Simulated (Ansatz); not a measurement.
ZnS:
```
ZnS
1.0
    3.58955     0.00000     0.00000
   -1.79477     3.10864     0.00000
    0.00000     0.00000     5.88016
Zn S
2 2
Direct
  0.00000   0.00000   0.00000
  0.00000   0.00000   0.50000
  0.33333   0.66667   0.25000
  0.66667   0.33333   0.75000
```

Relaxed with r²SCAN. Independent-particle spectrum: no excitons, no local fields, no scissors shift; 0.1 eV broadening; ε₁ of the summed bands alone.

**Question.** Tabulate the dielectric function from plane-wave PAW r²SCAN (Ansatz code).

**Answer.** 

```
E (eV)  ε₁ xx  ε₂ xx  ε₁ zz  ε₂ zz
------  -----  -----  -----  -----
0.0      8.65   0.00   9.39   0.00
0.4      8.71   0.00   9.45   0.00
0.8      8.88   0.00   9.66   0.00
1.2      9.20   0.00  10.03   0.00
1.6      9.73   0.00  10.65   0.00
2.0     10.63   0.00  11.67   0.00
2.4     12.57   0.01  13.59   0.00
2.8     16.86   4.78  19.29   1.42
3.2      9.86   8.46  17.53  17.64
3.6     10.19   6.06   9.79  13.36
4.0      9.65   8.91   5.24  13.73
4.4      9.61   8.15   5.21  10.04
4.8      9.77  11.47   3.50  13.61
5.2      6.39  16.50  -0.54   8.01
5.6     -0.42   8.94   3.09   5.70
6.0      3.21   7.91   5.22   6.82
6.4      3.03  14.36   5.19  12.78
6.8     -1.51   7.76   0.02  11.53
7.2      1.33   7.81  -1.79  11.11
7.6     -0.72   9.60  -2.09   8.34
8.0     -2.71   7.84  -3.39   7.44
8.4     -3.12   6.36  -3.70   5.91
8.8     -3.10   5.53  -3.10   4.62
9.2     -2.80   4.54  -2.80   4.43
9.6     -2.86   3.99  -2.81   3.31
10.0    -2.65   3.27  -2.35   3.26
10.4    -2.41   2.81  -2.09   2.91
10.8    -2.19   2.60  -2.02   2.88
11.2    -2.24   2.09  -2.37   2.35
11.6    -1.85   1.73  -2.04   1.72
12.0    -1.54   1.59  -1.63   1.55
```

**Question.** From ε at 3.8 eV (xx: 11.24 + 7.45i), find n, k, the normal reflectivity and the absorption coefficient.

**Answer.** n = 3.52, k = 1.059, R = 35 %, α = 2kE/ħc = 410000 cm⁻¹.

With all bands, ε∞ without local fields is 8.75 (xx = yy), 9.49 (zz).

Space group P6_3/mmc (NiAs type). The start of the workflow was typed in or built on a structure type; neither database checked (COD, Materials Project) lists it. It is not the phase usual at ambient conditions (space group No. 186, 216). The cell was relaxed with r²SCAN under the symmetry of its start; its stability against distortions is not shown here.

Potentials: the later of the program's two PAW sets.
